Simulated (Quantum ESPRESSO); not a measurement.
Band energies of SrGaSnH at -1.5 % isotropic strain

```xyz
4
Lattice="4.3621 0.0000 0.0000 -2.1810 3.7777 0.0000 0.0000 0.0000 4.9262" Properties=species:S:1:pos:R:3 pbc="T T T"
H      2.1810     1.2592     4.6677
Ga     2.1810     1.2592     2.9427
Sr     0.0000     0.0000     4.9150
Sn     0.0000     2.5184     2.2005
```

norm-conserving PBEsol (Quantum ESPRESSO, 80 Ry, without SOC); path ΓMKΓALHA,LM,KH; energies in eV from the valence-band maximum.

```csv
k (1/Å),point,band 15,band 16,band 17,band 18,band 19,band 20,band 21,band 22
0.00,Γ,-10.27,-4.80,-1.91,-0.75,-0.75,0.84,3.08,3.08
0.24,,-10.04,-4.96,-2.14,-1.47,-0.96,1.51,2.42,3.03
0.59,,-8.93,-6.21,-3.23,-1.53,-1.29,0.60,1.95,2.67
0.83,M,-8.15,-7.12,-3.42,-1.69,-1.10,0.47,1.55,2.68
1.19,,-7.76,-7.14,-3.81,-2.90,-0.97,0.54,2.33,3.51
1.31,K,-7.55,-7.29,-3.96,-2.94,-0.93,0.42,2.55,3.35
1.42,,-7.82,-7.05,-3.84,-2.93,-0.97,0.52,2.38,3.49
1.74,,-9.17,-5.81,-2.91,-2.34,-1.34,1.60,2.06,2.58
1.95,,-9.86,-5.12,-2.37,-1.51,-1.32,1.82,2.21,2.88
2.27,Γ,-10.27,-4.80,-1.91,-0.75,-0.75,0.84,3.08,3.08
2.59,,-9.97,-5.78,-1.10,-0.46,-0.46,1.19,2.01,2.01
2.80,,-9.63,-6.51,-0.35,-0.08,-0.08,0.97,1.42,1.42
2.91,A,-9.57,-6.63,-0.18,0.00,0.00,0.83,1.31,1.31
3.12,,-9.45,-6.48,-1.69,-0.68,-0.61,1.31,1.91,2.44
3.33,,-9.09,-6.18,-3.42,-1.43,-1.38,1.35,2.71,2.86
3.64,,-8.28,-6.40,-4.56,-2.02,-2.01,1.33,2.94,4.14
3.74,L,-8.16,-6.52,-4.59,-2.07,-2.04,1.34,2.89,4.24
3.86,,-8.10,-6.57,-4.57,-2.31,-1.96,1.68,2.73,4.18
4.22,H,-7.33,-7.32,-4.46,-3.14,-1.69,1.75,3.90,3.91
4.40,,-7.94,-6.69,-4.47,-2.95,-1.75,2.08,3.22,4.12
4.66,,-8.81,-6.10,-3.98,-2.21,-1.53,2.09,2.91,3.32
4.92,,-9.37,-6.41,-2.14,-1.10,-0.68,1.41,2.23,2.61
5.09,,-9.55,-6.60,-0.56,-0.30,-0.13,1.13,1.50,1.58
5.18,A,-9.57,-6.63,-0.18,0.00,0.00,0.83,1.31,1.31
5.18,L,-8.16,-6.52,-4.59,-2.07,-2.04,1.34,2.89,4.24
5.27,,-8.15,-6.56,-4.53,-2.05,-1.99,1.20,3.03,4.01
5.46,,-8.15,-6.79,-4.15,-1.93,-1.64,0.71,2.52,3.65
5.73,,-8.15,-7.09,-3.48,-1.71,-1.13,0.52,1.47,2.90
5.82,M,-8.15,-7.12,-3.42,-1.69,-1.10,0.47,1.55,2.68
5.82,K,-7.55,-7.29,-3.96,-2.94,-0.93,0.42,2.55,3.35
6.14,,-7.44,-7.31,-3.82,-3.59,-1.37,2.07,2.86,3.52
6.46,H,-7.33,-7.32,-4.46,-3.14,-1.69,1.75,3.90,3.91
```

The PBEsol gap is indirect, 0.42 eV, from A to K; the smallest direct gap is 0.83 eV.

Spin-orbit splittings are left out.

Geometry strained from the cell relaxed with PBEsol, atoms relaxed again.
